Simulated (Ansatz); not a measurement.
**Mg: pressure against volume, fitted**

```
CELL_PARAMETERS angstrom
0.00000 2.24426 2.24426
2.24426 0.00000 2.24426
2.24426 2.24426 0.00000
ATOMIC_POSITIONS crystal
Mg 0.00000 0.00000 0.00000
```

The cell is the one relaxed in the Materials Project (mp-1056702), not relaxed further here; entries there can be hypothetical.

These are results of DFT, LDA, all-electron LAPW, scalar-relativistic (Ansatz 0.2.0), not measurements.

Numerical set-up: a Γ-centred 16×16×16 k mesh, Fermi–Dirac smearing of 0.03 eV, basis error target 1 meV/atom, no spin polarisation.

The cell is scaled evenly. Fractional coordinates are held (clamped ions).

| V (Å³/atom) | P (GPa) |
| --- | --- |
| 21.251 | 1.04 |
| 21.262 | 1.02 |
| 21.703 | 0.18 |
| 22.155 | -0.61 |
| 22.381 | -0.97 |
| 22.607 | -1.31 |
| 22.833 | -1.64 |
| 23.059 | -1.95 |
| 23.512 | -2.53 |

**Question.** Fit a third-order Birch–Murnaghan curve to the pressures.

**Answer.** P = (3B0/2)(y^(7/2) − y^(5/2))[1 + (3/4)(B0′ − 4)(y − 1)] with y = (V0/V)^(2/3) fits within 0.01 GPa for V0 = 21.801 Å³/atom, B0 = 38.8 GPa and B0′ = 3.90.

**Question.** Predict the pressure at the withheld volume, 23.964 Å³/atom.

**Answer.** There y = 0.9389, so the fit gives -3.05 GPa; the run gave -3.05 GPa.
